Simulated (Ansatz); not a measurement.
**Zn2HO4: relaxation (Ansatz)**

input.yaml:

```yaml
crystal:
  lattice:
    - [0.0, 3.349756, 0.0]
    - [3.349756, 0.0, 0.0]
    - [1.674878, 1.674878, -5.080606]
  atoms:
    - { symbol: Zn, position: [0.35, 0.35, 0.3] }
    - { symbol: Zn, position: [0.65, 0.65, 0.7] }
    - { symbol: H, position: [0.0, 0.0, 0.0] }
    - { symbol: O, position: [0.75, 0.25, 0.5] }
    - { symbol: O, position: [0.25, 0.75, 0.5] }
    - { symbol: O, position: [0.5, 0.0, 0.0] }
    - { symbol: O, position: [0.0, 0.5, 0.0] }
  symmetry: { tolerance: 0.0003 }
kpoints:
  mp_grid: { grid: [6, 6, 6], shift: [0, 0, 0] }
magnetization:
  spin_polarized: false
scf:
  occupations: { method: fermi_dirac }
  lower_state_search: "off"
hamiltonian:
  pseudopotentials: { kind: paw }
  xc: pbe
basis:
  ecutwfc: 420
  fft_grid_basis: typed
relax:
  max_steps: 40
  cell: { p_target: 0.0 }
output:
  forces: true
  stress: true
  eigenvalues: true
  bader: true
  populations: true
  elf: true
  write_potential: true
  volumetric_format: npy
  dos:
    e_range: [-12, 8]
    de: 0.05
    projected: { site_lists: { H: [H], O: [O], Zn: [Zn] } }
  write_density: true
checkpoint:
  read: saved_state
```

The command:

```bash
ansatz run input.yaml --threads 2 --pin off --max-ram 3584MiB --backend cpu --events-out ev --progress --plain --runs-dir out
```

Origin of the cell: a known structure type with other elements, at an estimated volume, so it need not be a known compound.

The smearing width isn't typed, so it takes its default of 0.1 eV.

The saved state is a converged single point of the same cell.

Steps («new basis» is an SCF on plane waves selected anew at the same cell):

```
step  ΔF (meV/atom)  max force component (eV/Å)  P (GPa)  volume (Å³)  SCF iterations   step was
   1            0.0                       1.451    21.24        57.01               6   accepted
   2          -53.7                       1.046     8.70        60.33               7   accepted
   3          -77.3                       0.592    -0.01        62.78               7   accepted
   4          -82.5                       0.295    -1.56        62.93               7   accepted
   5          -85.6                       0.032    -0.30        62.18               8   accepted
   6          -85.9                       0.005     0.07        62.01               6   accepted
   7          -85.9                       0.000     0.00        62.03               4   accepted
   8          -98.6                       0.004     1.79        62.03               8  new basis
   9          -99.7                       0.009     0.34        62.67               6   accepted
  10          -99.6                       0.002    -0.01        62.83               5   accepted
  11         -100.5                       0.002     0.02        62.83               7  new basis
  12         -100.5                       0.000     0.00        62.85               5   accepted
  13         -100.5                       0.000     0.00        62.85               5  new basis
```

Step 1, with forces in eV/Å:

```xyz
7
Lattice="0.000 3.350 0.000 3.350 0.000 0.000 1.675 1.675 -5.081" Properties=species:S:1:pos:R:3:forces:R:3 pbc="T T T" step=1
Zn    1.675    1.675   -1.524    0.000    0.000    1.451
Zn    3.350    3.350   -3.556    0.000    0.000   -1.451
H     0.000    0.000    0.000    0.000    0.000    0.000
O     1.675    3.350   -2.540    0.000    0.000    0.000
O     3.350    1.675   -2.540    0.000    0.000    0.000
O     0.000    1.675    0.000    0.000    0.000    0.000
O     1.675    0.000    0.000    0.000    0.000    0.000
```

Step 2, with forces in eV/Å:

```xyz
7
Lattice="0.000 3.370 0.000 3.370 0.000 0.000 1.685 1.685 -5.312" Properties=species:S:1:pos:R:3:forces:R:3 pbc="T T T" step=2
Zn    1.685    1.685   -1.583    0.000    0.000    1.046
Zn    3.370    3.370   -3.729    0.000    0.000   -1.046
H     0.000    0.000    0.000    0.000    0.000    0.000
O     1.685    3.370   -2.656    0.000    0.000    0.000
O     3.370    1.685   -2.656    0.000    0.000    0.000
O     0.000    1.685    0.000    0.000    0.000    0.000
O     1.685    0.000    0.000    0.000    0.000    0.000
```

Step 3, with forces in eV/Å:

```xyz
7
Lattice="0.000 3.361 0.000 3.361 0.000 0.000 1.681 1.681 -5.557" Properties=species:S:1:pos:R:3:forces:R:3 pbc="T T T" step=3
Zn    1.681    1.681   -1.610    0.000    0.000    0.592
Zn    3.361    3.361   -3.947    0.000    0.000   -0.592
H     0.000    0.000    0.000    0.000    0.000    0.000
O     1.681    3.361   -2.779    0.000    0.000    0.000
O     3.361    1.681   -2.779    0.000    0.000    0.000
O     0.000    1.681    0.000    0.000    0.000    0.000
O     1.681    0.000    0.000    0.000    0.000    0.000
```

Step 4, with forces in eV/Å:

```xyz
7
Lattice="0.000 3.351 0.000 3.351 0.000 0.000 1.675 1.675 -5.605" Properties=species:S:1:pos:R:3:forces:R:3 pbc="T T T" step=4
Zn    1.675    1.675   -1.580    0.000    0.000    0.295
Zn    3.351    3.351   -4.024    0.000    0.000   -0.295
H     0.000    0.000    0.000    0.000    0.000    0.000
O     1.675    3.351   -2.802    0.000    0.000    0.000
O     3.351    1.675   -2.802    0.000    0.000    0.000
O     0.000    1.675    0.000    0.000    0.000    0.000
O     1.675    0.000    0.000    0.000    0.000    0.000
```

Step 5, with forces in eV/Å:

```xyz
7
Lattice="0.000 3.341 0.000 3.341 0.000 0.000 1.671 1.671 -5.571" Properties=species:S:1:pos:R:3:forces:R:3 pbc="T T T" step=5
Zn    1.671    1.671   -1.532    0.000    0.000    0.032
Zn    3.341    3.341   -4.039    0.000    0.000   -0.032
H     0.000    0.000    0.000    0.000    0.000    0.000
O     1.671    3.341   -2.785    0.000    0.000    0.000
O     3.341    1.671   -2.785    0.000    0.000    0.000
O     0.000    1.671    0.000    0.000    0.000    0.000
O     1.671    0.000    0.000    0.000    0.000    0.000
```

Step 8, with forces in eV/Å:

```xyz
7
Lattice="0.000 3.333 0.000 3.333 0.000 0.000 1.667 1.667 -5.583" Properties=species:S:1:pos:R:3:forces:R:3 pbc="T T T" step=8
Zn    1.667    1.667   -1.529    0.000    0.000    0.004
Zn    3.333    3.333   -4.054    0.000    0.000   -0.004
H     0.000    0.000    0.000    0.000    0.000    0.000
O     1.667    3.333   -2.791    0.000    0.000    0.000
O     3.333    1.667   -2.791    0.000    0.000    0.000
O     0.000    1.667    0.000    0.000    0.000    0.000
O     1.667    0.000    0.000    0.000    0.000    0.000
```

Step 9, with forces in eV/Å:

```xyz
7
Lattice="0.000 3.326 0.000 3.326 0.000 0.000 1.663 1.663 -5.664" Properties=species:S:1:pos:R:3:forces:R:3 pbc="T T T" step=9
Zn    1.663    1.663   -1.549    0.000    0.000   -0.009
Zn    3.326    3.326   -4.115    0.000    0.000    0.009
H     0.000    0.000    0.000    0.000    0.000    0.000
O     1.663    3.326   -2.832    0.000    0.000    0.000
O     3.326    1.663   -2.832    0.000    0.000    0.000
O     0.000    1.663    0.000    0.000    0.000    0.000
O     1.663    0.000    0.000    0.000    0.000    0.000
```

Step 13, with forces in eV/Å:

```xyz
7
Lattice="0.000 3.325 0.000 3.325 0.000 0.000 1.663 1.663 -5.684" Properties=species:S:1:pos:R:3:forces:R:3 pbc="T T T" step=13
Zn    1.663    1.663   -1.556    0.000    0.000    0.000
Zn    3.325    3.325   -4.128    0.000    0.000    0.000
H     0.000    0.000    0.000    0.000    0.000    0.000
O     1.663    3.325   -2.842    0.000    0.000    0.000
O     3.325    1.663   -2.842    0.000    0.000    0.000
O     0.000    1.663    0.000    0.000    0.000    0.000
O     1.663    0.000    0.000    0.000    0.000    0.000
```

```
Free energy lowered by                                                                 : 100.5 meV/atom
Volume change                                                                          : 10.24 %
Final pressure                                                                         : 0.00 GPa
Relaxation steps listed                                                                : 13
Formation energy (elements under the same functional, gases as molecules, uncorrected) : -0.155 eV/atom
```

Caveats: no dispersion correction, so spacings can come out too large where layers or molecules are weakly bound; no moments, though an odd count or open d shells may carry them; the k mesh is coarse if the cell is a metal; the relaxation held the start's symmetry, so the end may be a saddle point.

The run took 53 s of wall time on 2 CPU thread(s) of a shared host, from a saved density.
